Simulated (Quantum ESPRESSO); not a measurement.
Inputs of pw.x and gipaw.x (a modified build of Quantum ESPRESSO, PBE) for LiF; the starting potential comes from an earlier run on another mesh:

```
&CONTROL
  calculation = 'scf'
  prefix = 'x'
  pseudo_dir = './pseudo'
  outdir = './out'
  tprnfor = .true.
/
&SYSTEM
  ibrav = 0
  nat = 2
  ntyp = 2
  ecutwfc = 45
  ecutrho = 180
  occupations = 'fixed'
  nbnd = 5
/
&ELECTRONS
  conv_thr = 1e-11
  startingpot = 'file'
/
ATOMIC_SPECIES
Li 6.940 Li.GGA_PBE-JTH.UPF
F 18.998 F.GGA_PBE-JTH.UPF
CELL_PARAMETERS angstrom
    0.000000000000     2.008650000000     2.008650000000
    2.008650000000     0.000000000000     2.008650000000
    2.008650000000     2.008650000000     0.000000000000
ATOMIC_POSITIONS crystal
Li     0.000000000000     0.000000000000     0.000000000000
F      0.500000000000     0.500000000000     0.500000000000
K_POINTS automatic
6 6 6 1 1 1
```

```
&INPUTGIPAW
  job = 'nmr'
  prefix = 'x'
  tmp_dir = './out/'
  restart_mode = 'from_scratch'
  pawproj(1) = .true.
  pawproj(2) = .true.
  use_nmr_macroscopic_shape = .false.
/
```

The cell was made here from an entry of the Crystallography Open Database (unchecked): atoms relaxed with PBE in the measured cell (PBE without dispersion, pw.x of Quantum ESPRESSO, symmetry kept).  Stability against distortions was not tested.

Task: What does gipaw.x print for the total shieldings?

Result: 
```
     f-sum rule (should be    -7.7056):
            -7.7056         -0.0000         -0.0000
            -0.0000         -7.7056         -0.0000
            -0.0000         -0.0000         -7.7056

     Total NMR chemical shifts in ppm: ---------------------------------------
     (adopting the Simpson convention for anisotropy and asymmetry)-----------

     Atom  1  Li  pos: (  0.000000  0.000000  0.000000)  Total sigma:          81.44
            81.4443          0.0000          0.0000
             0.0000         81.4443          0.0000
             0.0000          0.0000         81.4443

     Li      1    anisotropy:      0.00    eta:    0.0000
     Li      1    sigma_11=     81.44
     Li      1    sigma_22=     81.44
     Li      1    sigma_33=     81.44

     Atom  2  F   pos: (  0.707107  0.707107  0.707107)  Total sigma:         361.45
           361.4453         -0.0000          0.0000
             0.0000        361.4453          0.0000
             0.0000         -0.0000        361.4453

     F       2    anisotropy:      0.00    eta:    0.0000
     F       2    sigma_11=    361.45
     F       2    sigma_22=    361.45
     F       2    sigma_33=    361.45
```
The printed anisotropy is 3/2 (σ_33 − σ_iso) in the program's own order; the axes are left out here. All sites are cubic, so the anisotropy vanishes by symmetry. These are absolute shieldings with no macroscopic susceptibility term; δ = σ_ref − σ needs a reference computed alike. By our sweeps, such settings leave a few ppm in absolute σ. The structure is static (0 K, no zero-point motion).
